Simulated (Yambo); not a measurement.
BaTiO3 (space group Amm2, No. 38), G0W0@PBEsol in Yambo with this input:

```
rim_cut
gw0
dyson
el_el_corr
HF_and_locXC
ppa
em1d
RandQpts= 1000000
RandGvec= 1 Ry
EXXRLvcs= 84 Ry
VXCRLvcs= 336 Ry
Chimod= "HARTREE"
% BndsRnXp
 2 | 128 |
%
NGsBlkXp= 8 Ry
% LongDrXp
 1.0 | 1.0 | 1.0 |
%
PPAPntXp= 27.2114 eV
% GbndRnge
 1 | 128 |
%
GTermKind= "BG"
DysSolver= "n"
ExtendOut
```

On a 4×4×4 mesh, with wavefunctions cut at 84 Ry, the gap ((-0.5, -0.5, -0.5) → Γ) is 3.793 eV and the valence edge shifts by -0.353 eV.

**Question.** What happens with this change: no terminator?

**Answer.** The gap rises by 0.088 eV, to 3.881 eV; the shift of the valence edge becomes -0.143 eV. Neither run is shown to be the converged limit.

Geometry of the Materials Project entry, not relaxed at this level; primitive cell a = 3.9833 Å, b = 4.0573 Å, c = 4.0573 Å, α = 89.75°, β = 90.00°, γ = 90.00°.

This is not the ordinary phase of the substance.

A shift is the quasiparticle energy of the state minus its PBEsol energy.
